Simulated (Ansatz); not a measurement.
BP (rock salt, space group No. 225), plane-wave PAW PBE (Ansatz code), all energies at zero smearing, with the estimated change up to a 700 eV cutoff added, with one set of potentials and settings (totals compare only within such a set). Cell of 2 atoms (1 P, 1 B): -910.324 eV.

```
element             reference phase  E (eV/atom)
-------  --------------------------  -----------
P         Cmce, 4 atoms in the cell    -755.6743
B        R-3m, 12 atoms in the cell    -155.9161
```

Formation energy per atom, worked out: (-910.324 − 1×(-755.6743) − 1×(-155.9161))/2 = 0.633 eV/atom (61 kJ per mol of atoms), at 0 K, without zero-point energy or fitted corrections.

Space group Fm-3m (rock salt). A made-up cell: these elements were put on the sites of a structure type; neither database checked (COD, Materials Project) lists it. It is not the phase usual at ambient conditions (space group No. 216). Symmetry was held in the PBE relaxation; whether a distortion lowers the energy is not shown. The references are the lowest solids computed at this level, not always the standard phases.

Potentials: the later of the program's two PAW sets.
